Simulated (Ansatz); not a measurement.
### Question
Name crystals whose computed values (the program Ansatz at the PBEsol level (PAW)) fall in these windows: highest Γ mode, no LO–TO term (cm⁻¹) 110 to 140; B₀ by P(V) fit (GPa) 79 to 99.

### Answer


```json
[
 {"crystal": "GaAg, CsCl type", "highest Γ mode, no LO–TO term (cm⁻¹)": "123", "B₀ by P(V) fit (GPa)": "85.6"},
 {"crystal": "GaAs, rock salt", "highest Γ mode, no LO–TO term (cm⁻¹)": "127", "B₀ by P(V) fit (GPa)": "81.5"}
]
```
Others may fit too.

Typed or built starts, not in the databases checked: GaAs, rock salt. Not the usual ambient phase: GaAs, rock salt. Standing as an ambient phase not checked: GaAg, CsCl type. Unstable at this level: GaAg, CsCl type. All cells were relaxed under the symmetry of their starts (and spin orders); stability against distortions was not tested throughout. Rows with no word on spin ran without spin polarisation. Scalar-relativistic: spin–orbit coupling is off unless named, which matters more the heavier the elements.

Potentials: the later of the program's two PAW sets.
